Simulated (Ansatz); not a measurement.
Input, command and steps of an Ansatz relaxation.

```yaml
crystal:
  lattice:
    - [-1.943393805, 1.943393805, 6.3060735342]
    - [1.943393805, -1.943393805, 6.3060735342]
    - [1.943393805, 1.943393805, -6.3060735342]
  atoms:
    - { symbol: K, position: [0.654851225, 0.654851225, 0.0] }
    - { symbol: K, position: [0.345148775, 0.345148775, 0.0] }
    - { symbol: Ni, position: [0.0, 0.0, 0.0], spin: 1.41 }
    - { symbol: O, position: [0.8676760025, 0.8676760025, 0.0], spin: 0.32 }
    - { symbol: O, position: [0.1323239975, 0.1323239975, 0.0], spin: 0.32 }
basis:
  ecutwfc: 500
kpoints:
  mp_grid: { grid: [10, 10, 10] }
hamiltonian:
  xc: r2scan
scf:
  occupations: { method: gaussian, width: 0.02 }
output:
  forces: true
  stress: true
  eigenvalues: true
  populations: true
magnetization:
  spin_polarized: true
relax:
  adjacent_minimum: "off"
  f_tol: 0.01
  max_steps: 30
  cell: { stress_tol: 0.1, fix: [volume] }
```

```bash
ansatz run input.yaml --threads 1 --pin off --max-ram 2560MiB --backend cpu --events-out ev --progress --plain --runs-dir out
```

These are results of Ansatz, DFT r2SCAN, scalar-relativistic, plane waves, PAW, not measurements.

The volume is held at 0.97 times that of the relaxed cell.

Of 5 frames 4 are shown, positions in Å and forces in eV/Å; the SCF threshold varies from step to step. Steps run on the plane waves of an earlier cell, with a Pulay correction in the pressure. The basis is chosen afresh for the last frame, the zero of the energies, and at times for earlier ones too; energy and pressure step there, also at an unchanged geometry.

```xyz
5
Lattice="-1.9434 1.9434 6.3061 1.9434 -1.9434 6.3061 1.9434 1.9434 -6.3061" Properties=species:S:1:pos:R:3:forces:R:3 pbc="T T T" step=1 free_energy_over_end_meV_per_atom=1.48 pressure_GPa=1.89
K     0.0000    0.0000    8.2591    0.0000    0.0000   -0.0122
K     0.0000    0.0000    4.3531    0.0000    0.0000    0.0122
Ni    0.0000    0.0000    0.0000    0.0000    0.0000    0.0000
O     0.0000    0.0000   10.9433    0.0000    0.0000   -0.4900
O     0.0000    0.0000    1.6689    0.0000    0.0000    0.4900
5
Lattice="-1.9426 1.9426 6.3115 1.9426 -1.9426 6.3115 1.9426 1.9426 -6.3115" Properties=species:S:1:pos:R:3:forces:R:3 pbc="T T T" step=2 free_energy_over_end_meV_per_atom=0.50 pressure_GPa=1.48
K     0.0000    0.0000    8.2552    0.0000    0.0000    0.0357
K     0.0000    0.0000    4.3678    0.0000    0.0000   -0.0357
Ni    0.0000    0.0000    0.0000    0.0000    0.0000    0.0000
O     0.0000    0.0000   10.9470    0.0000    0.0000   -0.2310
O     0.0000    0.0000    1.6760    0.0000    0.0000    0.2310
5
Lattice="-1.9378 1.9378 6.3425 1.9378 -1.9378 6.3425 1.9378 1.9378 -6.3425" Properties=species:S:1:pos:R:3:forces:R:3 pbc="T T T" step=3 free_energy_over_end_meV_per_atom=0.06 pressure_GPa=1.02
K     0.0000    0.0000    8.3179    0.0000    0.0000   -0.0264
K     0.0000    0.0000    4.3670    0.0000    0.0000    0.0264
Ni    0.0000    0.0000    0.0000    0.0000    0.0000    0.0000
O     0.0000    0.0000   11.0000    0.0000    0.0000    0.0309
O     0.0000    0.0000    1.6850    0.0000    0.0000   -0.0309
5
Lattice="-1.9387 1.9387 6.3364 1.9387 -1.9387 6.3364 1.9387 1.9387 -6.3364" Properties=species:S:1:pos:R:3:forces:R:3 pbc="T T T" step=5 free_energy_over_end_meV_per_atom=0.00 pressure_GPa=1.07
K     0.0000    0.0000    8.3019    0.0000    0.0000   -0.0002
K     0.0000    0.0000    4.3709    0.0000    0.0000    0.0002
Ni    0.0000    0.0000    0.0000    0.0000    0.0000    0.0000
O     0.0000    0.0000   10.9890    0.0000    0.0000    0.0045
O     0.0000    0.0000    1.6838    0.0000    0.0000   -0.0045
```

Time: 4.7 min on 1 thread of Intel(R) Xeon(R) Platinum 8488C (Sapphire Rapids), with other jobs on the host, peak memory 1.1 GiB.

The state reached may not be the lowest one. The cell holds one magnetic atom, so it can only be ferromagnetic; an antiferromagnetic order may lie lower.